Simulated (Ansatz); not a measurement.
## HfO2 with fluorine replacing O: what each run costs

HfO2 with fluorine replacing O, cell charge +1. Cell: 24 atoms, space group P1, a = 7.373 Å, b = 6.698 Å, c = 7.244 Å, α = 63.71°, β = 65.60°, γ = 61.75°.

All runs are DFT with Ansatz 0.2.0 on 1 thread of Arm Neoverse V2 (aarch64; 8 cores open to the job, memory cap 3.0 GiB, no GPU), a shared host.

Problem. Rank the runs by wall time, shortest first.
A. single point, PBE, 420 eV, 3×3×3 k-points, smearing 0.01 eV
B. relaxation of the ions, PBE, 420 eV, 3×3×3 k-points, smearing 0.01 eV
C. single point at relaxed positions, r2SCAN, 500 eV, 3×3×3 k-points, smearing 0.01 eV

Solution. A (2.7 min, 0.89 GiB), C (4.1 min, 1.4 GiB), B (8.2 min, 1 GiB).
